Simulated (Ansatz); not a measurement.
Relaxing a structure of BP

The start is a relaxed BP cell with every coordinate shifted by Gaussian noise of σ = 0.1 Å. The cell and all atomic positions are relaxed at zero pressure with PBEsol (plane waves to 420 eV, PAW, scalar-relativistic; Ansatz, a quantum-chemistry and plane-wave program). The first steps use a coarse 9×9×9 k-mesh.

The start:
```yaml
crystal:
  lattice:
    - [0.00000, 2.26010, 2.26010]
    - [2.26010, 0.00000, 2.26010]
    - [2.26010, 2.26010, 0.00000]
  atoms:
    - { symbol: P, position: [0.73768, 0.68790, 0.75815] }
    - { symbol: B, position: [0.99952, 0.98972, 0.97020] }
```

```json
{
  "relative_to_the_parent": "The parent structure is recovered, F-43m (No. 216)",
  "band_gap_at_the_end": "1.11 eV, indirect (valence top at Γ, conduction bottom at 83 % of the way from Γ to X) (no spin-orbit coupling)",
  "optimiser_moves": "4"
}
```

It ends as:

Space group F-43m (No. 216); a = 4.520 Å, b = 4.520 Å, c = 4.520 Å, α = 90.00°, β = 90.00°, γ = 90.00°

```csv
atom,site,symmetry,x,y,z
P,4b,-43m,0.5000,0.5000,0.5000
B,4d,-43m,0.7500,0.7500,0.7500
```
(The calculation used a cell of 2 atoms; values per cell refer to that cell.)

Final values are on a 13×13×13 k-mesh of the relaxed cell. No spin polarisation in the result.
